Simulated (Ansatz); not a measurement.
Total density of states per atom from plane-wave PAW r²SCAN (Ansatz code), in 0.25 eV bins, energy from the Fermi level:

```json
[
 {"E (eV)": "-7.85", "states/eV/atom": "0.30"},
 {"E (eV)": "-7.60", "states/eV/atom": "0.33"},
 {"E (eV)": "-7.35", "states/eV/atom": "0.30"},
 {"E (eV)": "-7.10", "states/eV/atom": "0.28"},
 {"E (eV)": "-6.85", "states/eV/atom": "0.26"},
 {"E (eV)": "-6.60", "states/eV/atom": "0.24"},
 {"E (eV)": "-6.35", "states/eV/atom": "0.22"},
 {"E (eV)": "-6.10", "states/eV/atom": "0.20"},
 {"E (eV)": "-5.85", "states/eV/atom": "0.18"},
 {"E (eV)": "-5.60", "states/eV/atom": "0.12"},
 {"E (eV)": "-5.35", "states/eV/atom": "0.09"},
 {"E (eV)": "-5.10", "states/eV/atom": "0.08"},
 {"E (eV)": "-4.85", "states/eV/atom": "0.12"},
 {"E (eV)": "-4.60", "states/eV/atom": "0.15"},
 {"E (eV)": "-4.35", "states/eV/atom": "0.17"},
 {"E (eV)": "-4.10", "states/eV/atom": "0.19"},
 {"E (eV)": "-3.85", "states/eV/atom": "0.21"},
 {"E (eV)": "-3.60", "states/eV/atom": "0.23"},
 {"E (eV)": "-3.35", "states/eV/atom": "0.26"},
 {"E (eV)": "-3.10", "states/eV/atom": "0.30"},
 {"E (eV)": "-2.85", "states/eV/atom": "0.38"},
 {"E (eV)": "-2.60", "states/eV/atom": "0.39"},
 {"E (eV)": "-2.35", "states/eV/atom": "0.40"},
 {"E (eV)": "-2.10", "states/eV/atom": "0.38"},
 {"E (eV)": "-1.85", "states/eV/atom": "0.39"},
 {"E (eV)": "-1.60", "states/eV/atom": "0.38"},
 {"E (eV)": "-1.35", "states/eV/atom": "0.38"},
 {"E (eV)": "-1.10", "states/eV/atom": "0.36"},
 {"E (eV)": "-0.85", "states/eV/atom": "0.35"},
 {"E (eV)": "-0.60", "states/eV/atom": "0.38"},
 {"E (eV)": "-0.35", "states/eV/atom": "0.36"},
 {"E (eV)": "-0.10", "states/eV/atom": "0.32"},
 {"E (eV)": "0.15", "states/eV/atom": "0.34"},
 {"E (eV)": "0.40", "states/eV/atom": "0.38"},
 {"E (eV)": "0.65", "states/eV/atom": "0.39"},
 {"E (eV)": "0.90", "states/eV/atom": "0.41"},
 {"E (eV)": "1.15", "states/eV/atom": "0.43"},
 {"E (eV)": "1.40", "states/eV/atom": "0.41"},
 {"E (eV)": "1.65", "states/eV/atom": "0.45"},
 {"E (eV)": "1.90", "states/eV/atom": "0.47"},
 {"E (eV)": "2.15", "states/eV/atom": "0.47"},
 {"E (eV)": "2.40", "states/eV/atom": "0.51"},
 {"E (eV)": "2.65", "states/eV/atom": "0.52"},
 {"E (eV)": "2.90", "states/eV/atom": "0.52"},
 {"E (eV)": "3.15", "states/eV/atom": "0.53"},
 {"E (eV)": "3.40", "states/eV/atom": "0.50"},
 {"E (eV)": "3.65", "states/eV/atom": "0.50"},
 {"E (eV)": "3.90", "states/eV/atom": "0.50"},
 {"E (eV)": "4.15", "states/eV/atom": "0.49"},
 {"E (eV)": "4.40", "states/eV/atom": "0.45"},
 {"E (eV)": "4.65", "states/eV/atom": "0.47"}
]
```

**Question.** Pick the material that matches.
A. GeRh, CsCl type
B. HfRu, CsCl type
C. TlIO3, R3m (Tl on 3a, I on 3a, O on 9b)
D. MgTl, CsCl type

**Answer.** D, MgTl, CsCl type. Within 0.5 eV of the Fermi level: Tl 6p 68 %, Tl 6s 13 %, Mg 3s 10 %, outside the projected shells 7 %. Projections are on Löwdin-orthogonalised atomic valence shells; empty p or d shells of many metals are not among them.

Space group Pm-3m (CsCl type). The workflow started from an entry of the Crystallography Open Database (COD). Its standing as an ambient phase is unchecked. The cell was relaxed with r²SCAN under the symmetry of its start; whether a distortion lowers the energy is not shown. Spin–orbit coupling is left out wherever it is not named.

Potentials: the later of the program's two PAW sets.
